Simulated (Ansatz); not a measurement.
PbSe (rock salt), relaxed with r²SCAN (Ansatz, a first-principles code, plane waves, PAW): a = 6.1775 Å, b = 6.1775 Å, c = 6.1775 Å, α = 90.00°, β = 90.00°, γ = 90.00°.

| Property | Value |
|---|---|
| gap (eV) | 0.66 |
| ΔH_f (eV/atom) | -0.67 |
| B₀ by P(V) fit (GPa) | 51.4 |
| electron conductivity mass (mₑ) | 0.15 |

**Question.** The same phase is relaxed and computed with PBE in the same code. What are the cell and these values now?

**Answer.** a = b = c = 6.2172 Å, α = β = γ = 90.00°.

- gap (eV) = 0.43
- ΔH_f (eV/atom) = -0.56
- B₀ by P(V) fit (GPa) = 46.7
- electron conductivity mass (mₑ) = 0.13

All cells were relaxed under the symmetry of their starts (and spin orders); stability against distortions was not tested throughout. Scalar-relativistic: spin–orbit coupling is off unless named, which matters more the heavier the elements.

Potentials: the later of the program's two PAW sets.

Ansatz is a plane-wave DFT program.

Formation energies count from the lowest solids of the elements computed at the same level, not from gases.
